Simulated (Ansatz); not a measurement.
## Data sheet: AlNi (DFT)

AlNi:
```xyz
4
Lattice="1.3200 -4.6487 0.0000 1.3200 4.6487 0.0000 0.0000 0.0000 3.9722" Properties=species:S:1:pos:R:3 pbc="T T T"
Al     1.3200    -1.4505     0.9930
Ni     1.3200    -3.9225     0.9930
Al     1.3200     1.4505     2.9791
Ni     1.3200     3.9225     2.9791
```

Space group Cmcm (No. 63); conventional cell a = 2.6400 Å, b = 9.2975 Å, c = 3.9722 Å, α = β = γ = 90.00°.

Method: r²SCAN in the plane-wave PAW code Ansatz. Structure relaxed to zero pressure with the same functional. Other levels are named where they apply.

### Cell and energy

| Property | Value |
|---|---|
| Volume per atom | 12.19 Å³ |
| Density | 5.84 g/cm³ |
| Formation energy from the elements (no fitted shifts) | -0.49 eV/atom |

### Electronic structure

| Quantity | Result |
|---|---|
| Electronic character | metallic (no gap) |
| Density of states at the Fermi level | 0.42 states/eV per atom (mean over ±0.08 eV) |

### Magnetism

| Property | Result |
|---|---|
| Magnetic order | non-magnetic (starting moments vanished) |

### Mechanics

| Property | Result |
|---|---|
| Bulk modulus (Birch–Murnaghan fit) | 162 GPa |
| Pressure derivative B′ | 4.4 |

### Charges

| Item | Result |
|---|---|
| Bader charges | Al +1.81, Ni -1.81 e |

The start of the workflow was typed in or built on a structure type; neither database checked (COD, Materials Project) lists it. It is not the phase usual at ambient conditions (space group No. 221). Symmetry was held in the r²SCAN relaxation; whether a distortion lowers the energy is not shown. The workflow began spin-polarised and lost its moments. Axis ratios of metals converge slowly with the k-mesh, so a and c are less sure than the volume. The references are the lowest solids computed at this level, not always the standard phases.

Potentials: the later of the program's two PAW sets.
